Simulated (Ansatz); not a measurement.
C (diamond, space group No. 227), PBEsol (plane waves, PAW; program Ansatz). The conduction-band minimum lies on the Γ–X line, 73 % of the way from Γ, with 6 equivalent valleys. Second derivatives d²E/dk² of the lowest band at one valley (eV·Å²), along Cartesian directions:

```json
[
 {"direction": "[100]", "d²E/dk²": "4.697"},
 {"direction": "[010]", "d²E/dk²": "26.62"},
 {"direction": "[001]", "d²E/dk²": "26.62"},
 {"direction": "[110]", "d²E/dk²": "15.66"},
 {"direction": "[101]", "d²E/dk²": "15.66"},
 {"direction": "[011]", "d²E/dk²": "26.60"}
]
```

**Question.** Find the principal effective masses, the density-of-states mass and the conductivity mass.

**Answer.** Off-diagonal terms follow from H_xy = H[110] − (H_xx + H_yy)/2, and m*/mₑ = 7.620 eV·Å² over each eigenvalue: 0.29, 0.29, 1.6. One valley's DOS mass (m₁m₂m₃)^(1/3) = 0.51, conductivity mass 3/(Σ 1/mᵢ) = 0.39 mₑ.

**Question.** What effective density of states Nc follows at 300 K for parabolic valleys?

**Answer.** Nc = 2.509e19 × 6 × (0.51)^(3/2) ≈ 5.5e19 cm⁻³.

**Question.** With the computed static dielectric constant 5.87 (mean of the diagonal), estimate a hydrogenic donor's binding energy and radius.

**Answer.** E = 13.606 eV × 0.39/5.87² ≈ 150 meV; a = 0.529 Å × ε/m* ≈ 8.0 Å. Semilocal masses tend to be too small where the gap is.

Space group Fd-3m (diamond). The cell was relaxed with PBEsol under the symmetry of its start.

Potentials: the later of the program's two PAW sets.
